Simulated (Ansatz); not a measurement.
**BeCr₂ single point**

input.yaml (Ansatz 0.2.0)

```yaml
crystal:
  lattice:
    - [0.0, 4.23045174, 0.0]
    - [4.23045174, 0.0, 0.0]
    - [2.11522587, 2.11522587, -4.04784761]
  atoms:
    - { symbol: Cr, position: [0.375, 0.375, 0.75], spin: 3, spin_axis: [0.42025, 0.42025, -0.80422] }
    - { symbol: Cr, position: [0.625, 0.125, 0.25], spin: -3, spin_axis: [0.42025, 0.42025, -0.80422] }
    - { symbol: Cr, position: [0.875, 0.875, 0.75], spin: 3, spin_axis: [0.42025, 0.42025, -0.80422] }
    - { symbol: Cr, position: [0.125, 0.625, 0.25], spin: -3, spin_axis: [0.42025, 0.42025, -0.80422] }
    - { symbol: Be, position: [0.0, 0.0, 0.0] }
    - { symbol: Be, position: [0.75, 0.25, 0.5] }
kpoints:
  mp_grid: { grid: [5, 5, 5], shift: [0, 0, 0] }
  band_path:
    path:
      - [0.0, 0.0, 0.0]
      - [0.5, 0.5, 0.5]
      - [0.5, 0.5, 0.25]
      - [0.0, 0.5, 0.0]
      - [0.0, 0.0, 0.0]
      - [0.0, 0.0, -0.5]
      - [0.0, 0.36346777, -0.31826612]
      - [0.0, 0.63653223, 0.31826612]
      - [0.0, 0.0, 0.0]
      - [0.5, 0.5, 0.5]
      - [0.36346777, 0.63653223, 0.5]
    npoints: 6
magnetization:
  noncollinear: true
  spin_orbit: true
scf:
  occupations: { method: fermi_dirac }
  lower_state_search: "off"
  max_iter: 200
hamiltonian:
  pseudopotentials: { kind: paw_fr }
  xc: pbe
basis:
  ecutwfc: 420
  fft_grid_basis: typed
output:
  forces: true
  stress: true
  eigenvalues: true
  bader: true
  populations: true
  elf: true
  write_potential: true
  volumetric_format: npy
  dos:
    e_range: [-12, 8]
    de: 0.05
    projected: { site_lists: { Be: [Be], Cr: [Cr] } }
    method: { smearing: { sigma: 0.1, scheme: gaussian } }
checkpoint:
  read: saved_state
```

The saved state is an earlier solution for the same cell, perhaps on another mesh. Magnetic state (reached from a saved solution, and it need not be the lowest): Cr1 along (0.09, 0.08, -0.99), Cr2 along (-0.09, -0.09, 0.99), Cr3 along (0.09, 0.09, -0.99), Cr4 along (-0.08, -0.09, 0.99).

Excerpt of what it printed:

```
Warning: output.stress: scf.convergence.dr2_threshold = 1e-7 eV (the SCF's general default) is looser than the 6e-10 eV advised for a printed stress (1e-10 eV for each atom of the cell: 6).
Pseudopotentials: kind: paw_fr
Pseudopotential: Cr, paw_fr, valence charge 14, recommended cutoff 420 eV (normal), Cr.paw.azcp#standard-fr
Pseudopotential: Be, paw_fr, valence charge 2, recommended cutoff 420 eV (normal), Be.paw.azcp#standard-fr
Functional definition: PBE
  exchange = pbe_x(kappa = kappa, mu = beta*pi^2/3)
  correlation = pbe_c(beta = beta)
Crystal: 6 atoms, lattice volume = 72.443 Å³
Basis set: ecut = 420 eV, 1393 PW (Γ), exchange–correlation on 60×60×72 points (8 copies of the dense FFT grid, shifted against one another)
Bands: 72, of which v1, the nominal top of the filled ones, is band 60 counted from 1 (59 counted from 0)
Symmetry: 2 space group operations
Magnetic group: BNS 9.37 (UNI 44), of the structure as read, at distance tolerance 4.2e-5 Å
k-points: 75 of 125
Initial density: read from a saved state, or passed on in memory by an earlier SCF of this step, an earlier step, the calling program or the single point that the run made first
Starting moments: Σ|m| = 12 μB on 4 of 6 sites; this step starts from the density that it was given
Functional: x = pbe(κ = 0.804, μ = 0.2195), c = pbe(β = 0.0667)
SCF iter   1: F=—  Δρ=5.50e-3  dr2=3.01e-3  dr2_m=2.30e-3  |M|=3.46e-5 ∫|m|=7.69e0 μB mc-row=0.0e0
SCF iter   2: F=—  Δρ=3.79e-3  dr2=8.19e-4  dr2_m=1.14e-3  |M|=3.53e-5 ∫|m|=7.68e0 μB mc-row=0.0e0
SCF iter   3: F=—  Δρ=1.88e-3  dr2=2.07e-4  dr2_m=6.00e-4  |M|=3.96e-5 ∫|m|=7.67e0 μB mc-row=0.0e0
SCF iter   4: F=—  Δρ=1.30e-3  dr2=2.47e-4  dr2_m=3.17e-4  |M|=2.22e-5 ∫|m|=7.67e0 μB mc-row=0.0e0
SCF iter   5: F=—  Δρ=9.35e-4  dr2=4.69e-6  dr2_m=1.63e-4  |M|=3.34e-5 ∫|m|=7.67e0 μB mc-row=0.0e0
SCF iter   6: F=—  Δρ=6.79e-4  dr2=2.60e-6  dr2_m=8.56e-5  |M|=3.37e-5 ∫|m|=7.67e0 μB mc-row=0.0e0
SCF iter   7: F=—  Δρ=4.90e-4  dr2=8.03e-7  dr2_m=4.43e-5  |M|=3.38e-5 ∫|m|=7.67e0 μB mc-row=0.0e0
SCF iter   8: F=—  Δρ=3.81e-4  dr2=2.24e-7  dr2_m=2.64e-5  |M|=3.39e-5 ∫|m|=7.66e0 μB mc-row=0.0e0
SCF iter   9: F=—  Δρ=2.96e-4  dr2=1.21e-7  dr2_m=1.58e-5  |M|=3.40e-5 ∫|m|=7.66e0 μB mc-row=0.0e0
SCF iter  10: F=—  Δρ=2.38e-4  dr2=8.10e-8  dr2_m=1.01e-5  |M|=3.39e-5 ∫|m|=7.66e0 μB mc-row=0.0e0
SCF iter  11: F=—  Δρ=1.99e-4  dr2=8.03e-8  dr2_m=6.90e-6  |M|=3.39e-5 ∫|m|=7.66e0 μB mc-row=0.0e0
SCF iter  12: F=—  Δρ=1.13e-4  dr2=6.28e-7  dr2_m=2.17e-6  |M|=3.48e-5 ∫|m|=7.66e0 μB mc-row=0.0e0
SCF iter  13: F=—  Δρ=2.26e-4  dr2=5.28e-5  dr2_m=1.04e-6  |M|=2.81e-5 ∫|m|=7.65e0 μB mc-row=0.0e0  recentre
SCF iter  14: F=—  Δρ=7.86e-5  dr2=2.53e-8  dr2_m=1.07e-6  |M|=3.43e-5 ∫|m|=7.65e0 μB mc-row=0.0e0
SCF iter  15: F=-13683.5561 eV  Δρ=1.46e-5  dr2=3.20e-8  dr2_m=5.46e-8  |M|=3.48e-5 ∫|m|=7.65e0 μB mc-row=0.0e0
SCF iter  16: F=-13683.5561 eV  Δρ=7.02e-6  dr2=2.84e-9  dr2_m=1.93e-8  |M|=3.49e-5 ∫|m|=7.64e0 μB mc-row=0.0e0
Magnetization: |M| = 0.0000 μB,  M = (+0.0000,  0.0000, +0.0000) μB
Absolute magnetization: 7.6468 μB (∫|m|, with the PAW one-centre terms)
  site 0: m = (+0.1151, +0.1099, -1.3146) μB, |m| = 1.3242 μB  (R = 0.74 Å)
  site 1: m = (-0.1206, -0.1154, +1.3136) μB, |m| = 1.3242 μB  (R = 0.74 Å)
  site 2: m = (+0.1154, +0.1206, -1.3136) μB, |m| = 1.3242 μB  (R = 0.74 Å)
  site 3: m = (-0.1099, -0.1151, +1.3146) μB, |m| = 1.3242 μB  (R = 0.74 Å)
  site 4: m = ( 0.0000,  0.0000, +0.0000) μB, |m| = 0.0000 μB  (R = 0.74 Å)
  site 5: m = (+0.0000, +0.0000,  0.0000) μB, |m| = 0.0000 μB  (R = 0.74 Å)
Free energy (F): -13683.5561 eV
Harris-Foulkes:  -13683.5561 eV  (|F-HF|=5.37e-9)
Internal energy: -13683.3488 eV  (E = F + TS)
E sigma→0 (E₀):  -13683.4525 eV
Entropy (-TS):   -0.2072 eV (-34.540 meV/atom)
Fermi energy:    13.0044 eV
--- Per-component energies (eV) ---
  E_band       = -863.5060
  E_kinetic    = 1426.9031
  E_local      = -6169.0347  (includes V_loc(G=0)·N_el)
  E_nonlocal   = 348.0224
  E_hartree    = 2632.1783
  E_xc         = -596.3337
  E_vxc        = -751.2122  (∫ρ·V_xc dr)
  E_paw        = -4914.0882  (= ΣΔE_a)
  E_vpaw       = -982.5377  (= ΣTr[D̂ρ^β])
  E_aug_tail   = 0.0014  (compensation charges beyond the density's cutoff)
  E_ewald      = -6410.9974
  E_smearing   = -0.2072  (= −TS)
--- Forces (eV/Å), atoms counted from 1 ---
  atom   1  Cr     5.4982     0.0000     0.0000
  atom   2  Cr     0.0000    -5.4982     0.0000
  atom   3  Cr    -5.4982     0.0000     0.0000
  atom   4  Cr     0.0000     5.4982     0.0000
  atom   5  Be     0.0000     0.0000     0.0000
  atom   6  Be     0.0000     0.0000     0.0000
--- Stress (GPa, compression-positive) ---
       29.0888       0.0000       0.0000
        0.0000      29.0888       0.0000
        0.0000       0.0000      23.3492
  P = ⅓ Tr σ = 27.1756 GPa (271.756 kbar)
--- Löwdin populations: 6 sites ---
  site symbol       q [e]
     0     Cr     14.2954
     1     Cr     14.2954
     2     Cr     14.2954
     3     Cr     14.2954
     4     Be      0.8456
     5     Be      0.8456
  spilling = 0.0188 (of n_electrons = 60.0000)
--- Bader charges: 6 sites ---
  site symbol  charge [e]  shift [e]  m_x [muB]  m_y [muB]  m_z [muB]
     0     Cr     -0.4021     0.0007     0.1639     0.1566    -1.8721
     1     Cr     -0.4021     0.0007    -0.1717    -0.1644     1.8707
     2     Cr     -0.4021     0.0007     0.1644     0.1717    -1.8707
     3     Cr     -0.4020     0.0007    -0.1566    -0.1639     1.8721
     4     Be      0.8042     0.0014     0.0000     0.0000     0.0000
     5     Be      0.8041     0.0014     0.0000     0.0000     0.0000
```

Origin: a known structure type with other elements, at an estimated volume, so it need not be a known compound. Caveats: the SCF threshold is loose for a stress; the k mesh is coarse if the cell is a metal; atoms or cell far from equilibrium.
